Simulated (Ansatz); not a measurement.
Ti3Al (D019 type, space group P6_3/mmc)

```
CELL_PARAMETERS angstrom
      5.75564     0.00000     0.00000
     -2.87782     4.98453     0.00000
      0.00000     0.00000     4.65498
ATOMIC_POSITIONS crystal
  Ti 0.83025 0.66049 0.25000
  Ti 0.16975 0.83025 0.75000
  Ti 0.33951 0.16975 0.25000
  Ti 0.16975 0.33951 0.75000
  Ti 0.83025 0.16975 0.25000
  Ti 0.66049 0.83025 0.75000
  Al 0.33333 0.66667 0.25000
  Al 0.66667 0.33333 0.75000
```

The slice is a (-1 1 0 0) plane (indices of the conventional cell) through the point (0.170, 0.830, 0.750) (fractional), spanned by u = [001] and v = [110] in vectors of this cell: u (4.65 Å) and v (5.76 Å, at 90° to u). It covers one period; positions are fractions (u, v).

Computed with PBE (plane waves to 420 eV, PAW, scalar-relativistic; Ansatz, a first-principles code). k mesh 10×10×10. Inside the PAW spheres the values are not all-electron values, and peaks at nuclei hang on which shells count as valence. Ti3Al is run without spin polarisation. Ti3Al was relaxed with its symmetry unable to fall.

Three fields on this plane, each scaled to ten steps between its own extremes (0 low, 9 high; the total valence density on a logarithmic scale, the potential cut 8 eV below its top; x marks points blanked near nuclei; v = 0 in the bottom row):

Map A
```
|xxxx126777777621xxx|
|xxxx024443344420xxx|
|xxx00221000012200xx|
|xx0012100xx0012100x|
|00133200xxxx0023310|
|44565200xxxx0025654|
|77886300xxxx0036887|
|xx8874100xx0014788x|
|xxx88631111113688xx|
|xxxx876444444678xxx|
|xxxx888788887888xxx|
|xxxxx9889999889xxxx|
|xxxx888788887888xxx|
|xxxx876444444678xxx|
|xxx88631111113688xx|
|xx8874100xx0014788x|
|77886300xxxx0036887|
|44565200xxxx0025654|
|00133200xxxx0023310|
|xx0012100xx0012100x|
|xxx00221000012200xx|
|xxxx024443344420xxx|
|xxxx126777777621xxx|
|xxxxx2688888862xxxx|
```

Map B
```
|xxxx932223322239xxx|
|xxxx621223322126xxx|
|xxx72001344310027xx|
|xx5200036xx6300025x|
|22100015xxxx5100012|
|21100016xxxx6100011|
|33211016xxxx6101123|
|xx3321148xx8411233x|
|xxx33223588532233xx|
|xxxx432345543234xxx|
|xxxx433345543334xxx|
|xxxxx4334554334xxxx|
|xxxx433345543334xxx|
|xxxx432345543234xxx|
|xxx33223588532233xx|
|xx3321148xx8411233x|
|33211016xxxx6101123|
|21100016xxxx6100011|
|22100015xxxx5100012|
|xx5200036xx6300025x|
|xxx72001344310027xx|
|xxxx621223322126xxx|
|xxxx932223322239xxx|
|xxxxx4222332224xxxx|
```

Map C
```
|xxxx058999999850xxx|
|xxxx168876678861xxx|
|xxx04776433467740xx|
|xx1477630xx0367741x|
|45678751xxxx1578765|
|77899850xxxx0589987|
|56789850xxxx0589876|
|xx3688630xx0368863x|
|xxx16876322367861xx|
|xxxx378876678873xxx|
|xxxx079998899970xxx|
|xxxxx6999999996xxxx|
|xxxx079998899970xxx|
|xxxx378876678873xxx|
|xxx16876322367861xx|
|xx3688630xx0368863x|
|56789850xxxx0589876|
|77899850xxxx0589987|
|45678751xxxx1578765|
|xx1477630xx0367741x|
|xxx04776433467740xx|
|xxxx168876678861xxx|
|xxxx058999999850xxx|
|xxxxx5899999985xxxx|
```

Question: Assign the maps to these fields: electron localisation function (ELF); valence electron density; electrostatic potential energy of an electron, from the cell's mean.

Answer: A is the electron localisation function (ELF); B is the valence electron density; C is the electrostatic potential energy of an electron, from the cell's mean.
